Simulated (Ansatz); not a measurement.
Relaxed WSe2 (2H-MoS2 type, space group P6_3/mmc):

```
CELL_PARAMETERS angstrom
      3.27906     0.00000     0.00000
     -1.63953     2.83975     0.00000
      0.00000     0.00000    12.78607
ATOMIC_POSITIONS crystal
  W  0.33333 0.66667 0.25000
  W  0.66667 0.33333 0.75000
  Se 0.33333 0.66667 0.61827
  Se 0.66667 0.33333 0.11827
  Se 0.66667 0.33333 0.38173
  Se 0.33333 0.66667 0.88173
```

In each cell atom 1 (W, nearest neighbour Se at 2.534 Å; its periodic images, 3.3 Å or more away, move with it) moves by s·(0.000, 0.000, 1.000) (along Cartesian z), the rest being held.

Method: PBE-D3(BJ) (plane waves to 420 eV, PAW, scalar-relativistic; Ansatz, a program for electronic structure). k mesh 9×9×2 (Γ-centred), Fermi-Dirac smearing 0.05 eV. Energies are smeared free energies. Left out: 2 of 11 points, with atoms too close for the PAW data. As the smearing reaches across the gap at some points, energies and forces of such displacements shift with the k mesh and the smearing. Spin-orbit coupling is left out, though W is heavy. WSe2 is run without spin polarisation. WSe2 was relaxed with its symmetry unable to fall. The zero of ΔE is the undisplaced structure. The last digit holds for this mesh only.

```
s (Å)   ΔE (meV/cell)
------  -------------
-0.608         4551.4
-0.456       withheld
-0.304         1303.5
-0.152          331.7
0.000             0.0
0.152           331.7
0.304          1303.5
0.456        withheld
0.608          4551.4
```

**Question.** Fit an even polynomial form (powers 2, 4, 6) to the given rows and predict ΔE at s = -0.456.

**Answer.** Least squares on the 7 given rows: ΔE = (14420)·s² + (-2695)·s⁴ + (-8159)·s⁶, in meV/cell with s in Å; root-mean-square residual 0.70 meV/cell. At -0.456 the fit gives 2808.6 meV/cell; the calculation gives 2759.5 meV/cell, so the interpolation is off by 49.1 (+1.8 %). The quadratic term alone would give 2998.4 meV/cell.

(For displaced atoms, the force is minus the slope of the energy, and its curvature is a force constant, which sets phonon frequencies.)
